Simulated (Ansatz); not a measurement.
SiRu:
```
SiRu
1.0
    4.73584     0.00000     0.00000
    0.00000     4.73584     0.00000
    0.00000     0.00000     4.73584
Si Ru
4 4
Direct
  0.16244   0.33756   0.66244
  0.33756   0.66244   0.16244
  0.66244   0.16244   0.33756
  0.83756   0.83756   0.83756
  0.87078   0.62922   0.37078
  0.62922   0.37078   0.87078
  0.37078   0.87078   0.62922
  0.12922   0.12922   0.12922
```

Relaxed with PBE.

Give the Bader charges and basin volumes of the independent atoms, PBE (plane waves, PAW; program Ansatz).



```csv
atom,Bader charge (e),Bader volume (Å³)
Si1,+0.67,10.8
Ru5,-0.67,15.8
```

Space group P2_13. Symmetry was held in the PBE relaxation. The run is not spin-polarised.

Potentials: the later of the program's two PAW sets.
